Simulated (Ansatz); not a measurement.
Problem. Each is relaxed and computed with the program Ansatz at the r²SCAN level (PAW). Which is the only metal?
(A) BN, P6_222 (B on 3d, N on 3c)
(B) TiO2, anatase
(C) LiMgBN2, I-4m2 (Li on 2d, Mg on 2c, B on 2b, N on 4e)
(D) TiB2, P6/mmm (Ti on 1a, B on 2d)

Solution. D, TiB2, P6/mmm (Ti on 1a, B on 2d). TiB2: metal; LiMgBN2: gap 2.97 eV (indirect); BN: gap 4.24 eV (indirect); TiO2: gap 2.53 eV (indirect). Constructed cells (a structure type filled with these elements, in neither database checked): BN, P6_222 (B on 3d, N on 3c). Not the usual ambient phase: BN, P6_222 (B on 3d, N on 3c). Standing as an ambient phase not checked: LiMgBN2, I-4m2 (Li on 2d, Mg on 2c, B on 2b, N on 4e). Perhaps ordered models of mixed-site phases: LiMgBN2, I-4m2 (Li on 2d, Mg on 2c, B on 2b, N on 4e). All cells were relaxed under the symmetry of their starts (and spin orders); stability against distortions was not tested throughout. Rows with no word on spin ran without spin polarisation.

Potentials: the later of the program's two PAW sets.
